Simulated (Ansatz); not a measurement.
# HfC: computed DOS

```cif
data_structure
_symmetry_space_group_name_H-M 'P 1'
_symmetry_Int_Tables_number 1
_cell_length_a 3.2769
_cell_length_b 3.2769
_cell_length_c 3.2769
_cell_angle_alpha 60.000
_cell_angle_beta 60.000
_cell_angle_gamma 60.000
_cell_volume 24.88
loop_
_atom_site_label
_atom_site_type_symbol
_atom_site_fract_x
_atom_site_fract_y
_atom_site_fract_z
_atom_site_occupancy
Hf1 Hf 0.00000 0.00000 0.00000 1
C1 C 0.50000 0.50000 0.50000 1
```

The runs use the primitive cell with vectors (0.000, 2.317, 2.317), (2.317, 0.000, 2.317), (2.317, 2.317, 0.000) Å, to which the k mesh refers.

The conventional cell has a = 4.634 Å, b = 4.634 Å, c = 4.634 Å, α = 90.00°, β = 90.00°, γ = 90.00°. Hf (atom 1) has 6 C at 2.32 Å as nearest neighbours. C (atom 2) is surrounded by 6 Hf at 2.32 Å.

Structure from Materials Project entry mp-21075 (possibly hypothetical), not relaxed further.

No spin–orbit coupling, which matters for the heavy atoms here.

The calculation used DFT, LDA, all-electron LAPW, scalar-relativistic (Ansatz 0.2.0).

Settings: a Γ-centred 14×14×14 k mesh, Fermi–Dirac smearing of 0.05 eV, basis error target 0.5 meV/atom, no spin polarisation.

**Question.** Where is the centre of the filled Hf 5d states between -14 eV and the top of the filled states?

**Answer.** -3.89 eV from the Fermi level.

**Question.** Tabulate the density of states.

**Answer.** States per eV and cell, averaged over 0.4 eV, from -5.8 to 2.8 eV, with energies (bin centres) from the Fermi level; empty bins are left out. The partial columns, the largest 4 alone, are projections on Löwdin-orthogonalised atomic shells (those that the program's projection atoms carry: the occupied ones and, for some elements, an empty d or f shell; other empty shells have no column), summed over atoms of an element. Weights on diffuse s and p shells depend on that basis and aren't pure angular character.
```tsv
E (eV)	total	C 2p	Hf 5d	Hf 6s	C 2s
-5.7	0.18	0.08	0.07	0.02	0.01
-5.3	0.34	0.15	0.13	0.03	0.01
-4.9	0.62	0.29	0.23	0.06	0.02
-4.5	0.82	0.40	0.29	0.07	0.03
-4.1	0.89	0.46	0.29	0.08	0.03
-3.7	0.81	0.45	0.24	0.07	0.02
-3.3	0.55	0.31	0.16	0.03	0.02
-2.9	1.97	1.12	0.75	0.02	0.03
-2.5	3.62	1.94	1.53	0.01	0.03
-2.1	2.04	1.03	0.94	0.01	0.02
-1.7	1.17	0.61	0.52	0.00	0.01
-1.3	0.80	0.45	0.32	0.00	0.01
-0.9	0.58	0.36	0.20	0.00	0.01
-0.5	0.40	0.27	0.12	0.00	0.00
-0.1	0.22	0.14	0.07	0.00	0.00
0.3	0.29	0.17	0.11	0.00	0.00
0.7	0.34	0.15	0.17	0.00	0.00
1.1	0.42	0.15	0.26	0.00	0.01
1.5	0.53	0.15	0.36	0.00	0.01
1.9	0.57	0.15	0.40	0.01	0.01
2.3	0.64	0.15	0.45	0.01	0.01
2.7	0.70	0.16	0.50	0.01	0.01
```
